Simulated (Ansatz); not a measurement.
An ordered 4-atom cell of CdSiN2 on the zincblende lattice (P-4m2), relaxed with r2SCAN, was run in the PAW code Ansatz under altered settings. All numbers are computed, without spin polarisation but where a row says otherwise.

```
CELL_PARAMETERS angstrom
3.03399 0.00000 0.00000
0.00000 3.03399 0.00000
0.00000 0.00000 5.11023
ATOMIC_POSITIONS crystal
Cd 0.00000 0.00000 0.00000
N 0.00000 0.50000 0.31974
Si 0.50000 0.50000 0.50000
N 0.50000 0.00000 0.68026
```

The base run's other keys:
```yaml
kpoints:
  mp_grid: { grid: [4, 4, 2] }
hamiltonian:
  xc: hse06
scf:
  occupations: { method: fixed }
  n_extra_bands: 5
```

It takes 13 iterations with 913 plane waves at 420 eV and 12 k points, and leaves a mean stress of -0.94 GPa. The gap over this mesh is 2.406 eV. It ran on 4 threads of Arm Neoverse N1, on a shared host.

Outcomes, with energy and stress as changes against the base:
```
                                  setting    outcome  ΔF (meV/atom)  Δ mean stress (GPa)  gap on the mesh (eV)  iterations  wall time
         scf.exx.singularity: regularized  converged           -1.1                  0.0                 2.411          13      9.8 s
PBE hybrid, exx coeff -0.2, omega 0.5 1/Å    refused              –                    –                     –           –     0.03 s
                       basis.ecutwfc: 750  converged           -4.6                  0.0                 2.407          14       24 s
```
A dash marks a value that wasn't obtained or can't be compared. Stress is positive in compression. The base took 9.8 s. The base's mesh is coarse for a hybrid, so its own values aren't converged.

- scf.exx.singularity: regularized. The free energy moves by -1.1 meV an atom, the mean stress by 0.0 GPa and the gap on the mesh by +0.005 eV (to 2.411). The result is sensitive to this setting.
- PBE hybrid, exx coeff -0.2, omega 0.5 1/Å. It is rejected at once. Error: invalid value for `hamiltonian.xc.exx.coeff`: must be finite and in (0, 1]; got -0.2
- basis.ecutwfc: 750. 2207 plane waves in place of 913. The free energy moves by -4.6 meV an atom, the mean stress by 0.0 GPa and the gap on the mesh by +0.001 eV (to 2.407). The base cutoff was converged to that degree.

Spin-orbit coupling is left out.

The stress of a hybrid is loosely converged in these runs.

The meshes of the hybrids are coarse, so their gaps aren't converged to the digits shown.
